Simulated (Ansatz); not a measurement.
Relaxed-ion elastic tensor of CdS (zinc blende, F-43m) in GPa (Voigt order), plane-wave PAW LDA (Ansatz code); density 5.03 g/cm³, 23.84 Å³ per atom.

```csv
,1,2,3,4,5,6
1,81.7,61.3,61.3,0.0,0.0,0.0
2,61.3,81.7,61.3,0.0,0.0,0.0
3,61.3,61.3,81.7,0.0,0.0,0.0
4,0.0,0.0,0.0,27.8,0.0,0.0
5,0.0,0.0,0.0,0.0,27.8,0.0
6,0.0,0.0,0.0,0.0,0.0,27.8
```

Is the crystal mechanically stable?

Yes: the smallest eigenvalue of C is 20.5 GPa.

Work out the Voigt, Reuss and Hill averages.

K_V = 68.1, K_R = 68.1, K_H = 68.1; G_V = 20.8, G_R = 16.5, G_H = 18.6 GPa.

Give Young's modulus, Poisson's ratio, Pugh's ratio and the universal anisotropy index.

E = 9KG/(3K + G) = 51.2 GPa; ν = 0.37; K/G = 3.66 (ductile by the Pugh limit of 1.75); A_U = 5G_V/G_R + K_V/K_R − 6 = 1.30.

Estimate the sound speeds and the Debye temperature.

v_l = √((K + 4G/3)/ρ) = 4300 m/s, v_t = √(G/ρ) = 1920 m/s, mean 2170 m/s; Θ = (h/k)(3n/4πV)^(1/3) v_m = 224 K.

Give the Zener ratio and Young's modulus along [100], [110] and [111].

A = 2C44/(C11 − C12) = 2.72; 1/E = S11 − 2(S11 − S12 − S44/2)Γ with Γ = 0, 1/4, 1/3 gives 29.2, 53.2, 73.4 GPa.

Solve the Christoffel equation for the three sound speeds along [100], [110], [111].

Eigenvalues of C_ijkl n_j n_l equal ρv² (piezoelectric stiffening left out). In km/s, slowest first: [100] 2.35, 2.35, 4.03; [110] 1.43, 2.35, 4.44; [111] 1.79, 1.79, 4.57.

The cell was relaxed with LDA under the symmetry of its start; phonons on a q-mesh show no instability.

Potentials: the later of the program's two PAW sets.
